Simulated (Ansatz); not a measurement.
A 6-atom cell of SiO₂ built on the rutile structure (relaxed group P4_2/mnm) was relaxed with 3 functionals in Ansatz, cell and atoms free, the symmetry of the start kept (meshes: PBE 6×6×8, r2SCAN 6×6×8, PBEsol 6×6×8). The values are computed, spin-unpolarised.

The PBEsol result:
```cif
data_structure
_symmetry_space_group_name_H-M 'P 1'
_symmetry_Int_Tables_number 1
_cell_length_a 4.1946
_cell_length_b 4.1946
_cell_length_c 2.6785
_cell_angle_alpha 90.000
_cell_angle_beta 90.000
_cell_angle_gamma 90.000
_cell_volume 47.13
loop_
_atom_site_label
_atom_site_type_symbol
_atom_site_fract_x
_atom_site_fract_y
_atom_site_fract_z
_atom_site_occupancy
Si1 Si 0.50000 0.50000 0.50000 1
Si2 Si 0.00000 0.00000 0.00000 1
O1 O 0.19394 0.80606 0.50000 1
O2 O 0.80606 0.19394 0.50000 1
O3 O 0.30606 0.30606 0.00000 1
O4 O 0.69394 0.69394 0.00000 1
```

It is tetragonal, P4_2/mnm (No. 136); conventional cell a = 4.195 Å, c = 2.678 Å, 7.85 Å³ an atom. Si has 6 O at 1.77–1.82 Å; O has 3 Si at 1.77–1.82 Å.

Question: Order the functionals by the relaxed volume, smallest first.
A. r2SCAN
B. PBE
C. PBEsol

Answer: A (7.79 Å³/atom), C (7.85 Å³/atom), B (8.05 Å³/atom).

Question: What lattice does r2SCAN give?

Answer: a = 4.185 Å, c = 2.669 Å; the volume differs by -0.8 % from PBEsol's. Si is surrounded by 6 O at 1.76–1.81 Å; O is surrounded by 3 Si at 1.76–1.81 Å.

Question: How does the cell change with PBE?

Answer: a = 4.237 Å, c = 2.690 Å; the volume differs by +2.5 % from PBEsol's. Si is surrounded by 6 O at 1.77–1.84 Å; O is surrounded by 3 Si at 1.77–1.84 Å.

Question: Held at the r2SCAN cell, what mean stress does PBE find, and does its sign point to its own minimum?

Answer: Yes. PBE +9.59 GPa, and its relaxed volume is +3.3 % from r2SCAN's. Compression counts positive, so a positive stress asks for a larger cell.

Question: How do the relaxed cells compare with measured ones?

Answer:
Calculation and measurement side by side:
- Lattice constant c, measured 2.6659 Å: PBE 2.690 (+0.9 %), r2SCAN 2.669 (+0.1 %), PBEsol 2.678 (+0.5 %). Source: 2.6659 ± 0.0003 Å (c of recovered stishovite; 300 K; synchrotron powder XRD; powder; recovered from laser-heated SiC + water at 42 GPa; mixed-phase sample, stishovite may hold some water; “Oxidation of the Interiors of Carbide Exoplanets”, 2020, arxiv:2005.03175).
The calculated lattice is static; the measured one holds thermal expansion and zero-point motion. Reports marked as nanostructured, strained, doped, implanted or mixed samples, and transport gaps, were set aside.
